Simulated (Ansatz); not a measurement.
Level of theory: DFT PBE, scalar-relativistic, plane waves, PAW (Ansatz 0.2.0).

Levels along Γ–T–H2 | H0–L–Γ–S0 | S2–F–Γ, in eV from a zero inside the gap, sorted by energy at each point. Points in fractions of the primitive reciprocal vectors: Γ (0.000 0.000 0.000), T (0.500 0.500 0.500), H2 (0.828 0.172 0.500), H0 (0.500 -0.172 0.172), L (0.500 0.000 0.000), S0 (0.336 -0.336 0.000), S2 (0.664 0.000 0.336), F (0.500 0.000 0.500).
| point | k (1/Å, with 2π) | band 52 | band 53 | band 54 | band 55 | band 56 | band 57 | band 58 |
| --- | --- | --- | --- | --- | --- | --- | --- | --- |
| Γ | 0.000 | -0.59 | -0.59 | -0.44 | 0.44 | 0.44 | 0.72 | 0.75 |
| - | 0.110 | -0.56 | -0.56 | -0.41 | 0.35 | 0.35 | 0.46 | 1.05 |
| T | 0.219 | -0.53 | -0.53 | -0.36 | 0.28 | 0.28 | 0.34 | 1.29 |
| - | 0.676 | -1.52 | -1.42 | -0.49 | 0.45 | 1.32 | 1.35 | 1.70 |
| H2 | 1.133 | -1.54 | -1.35 | -0.98 | 0.82 | 1.17 | 1.37 | 2.53 |
| H0 | 1.133 | -1.54 | -1.35 | -0.98 | 0.82 | 1.17 | 1.37 | 2.53 |
| - | 1.373 | -1.40 | -1.09 | -0.96 | 0.64 | 0.67 | 1.05 | 2.56 |
| L | 1.613 | -1.69 | -1.33 | -1.29 | 0.65 | 0.91 | 1.21 | 1.44 |
| - | 2.017 | -1.19 | -1.18 | -0.67 | 0.67 | 0.90 | 1.03 | 1.61 |
| Γ | 2.421 | -0.59 | -0.59 | -0.44 | 0.44 | 0.44 | 0.72 | 0.75 |
| - | 2.890 | -1.10 | -1.02 | -0.70 | 0.64 | 0.91 | 0.92 | 1.49 |
| S0 | 3.358 | -1.83 | -1.14 | -1.11 | 0.94 | 0.95 | 1.61 | 2.21 |
| S2 | 3.358 | -1.83 | -1.14 | -1.11 | 0.94 | 0.95 | 1.61 | 2.21 |
| - | 3.587 | -1.76 | -1.31 | -1.29 | 1.14 | 1.15 | 1.71 | 1.84 |
| F | 3.815 | -2.12 | -1.25 | -0.62 | 0.10 | 0.82 | 1.69 | 1.89 |
| - | 4.224 | -1.19 | -1.03 | -0.71 | 0.65 | 0.92 | 0.99 | 1.46 |
| Γ | 4.633 | -0.59 | -0.59 | -0.44 | 0.44 | 0.44 | 0.72 | 0.75 |

The cell has space group R-3m, 7 atoms and 108 electrons in the valence of the PAW potentials, and holds 2 elements, among them Bi; it is relaxed at this level.

Cutoff 420 eV, k mesh 12×12×12. No spin polarisation.

**Question.** Which material gives these bands?

**Answer.** Bi4Te3, conventional cell a = 4.507 Å, b = 4.507 Å, c = 43.010 Å, α = 90.00°, β = 90.00°, γ = 120.00°. Other compounds weren't ruled out.

Spin-orbit coupling is left out, which matters for the bands of heavy elements.

It was relaxed from a cell as deposited in COD.
